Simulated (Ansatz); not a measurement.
## Br, first-principles data

Br:
```xyz
4
Lattice="4.3627 -2.1351 0.0000 4.3627 2.1351 0.0000 0.0000 0.0000 8.7110" Properties=species:S:1:pos:R:3 pbc="T T T"
Br     4.3627    -0.6053     3.3246
Br     4.3627    -1.5298     7.6801
Br     4.3627     1.5298     1.0309
Br     4.3627     0.6053     5.3865
```

Space group Cmce (No. 64), molecular I2 type; conventional cell a = 8.725 Å, b = 4.270 Å, c = 8.711 Å, α = β = γ = 90.00°.

Method: plane-wave PAW PBE (Ansatz code). Geometry: relaxed at this level of theory. Other levels are named where they apply.

### Cell and energy

* **Volume per atom**: 40.57 Å³
* **Density**: 3.27 g/cm³

### Electronic structure

* **Band gap**: 1.36 eV (smallest direct gap 1.37 eV)
* **Valence-band maximum**: at Γ
* **Conduction-band minimum**: on the Δ0–Γ line, 88 % of the way from Δ0 (k = -0.042, 0.031, 0.000) (4 equivalent valleys)

Symmetry was held in the PBE relaxation. The substance is a gas or liquid at ambient conditions; this is its low-temperature solid. The volume lies over 15 % above that of the usual cell of this phase: another minimum, or an error of the functional. A crystal of weakly bound units computed without a dispersion correction: the cell and the soft elastic constants depend strongly on that. Scalar-relativistic: spin–orbit coupling is off unless named, which matters more the heavier the elements.

Potentials: the later of the program's two PAW sets.
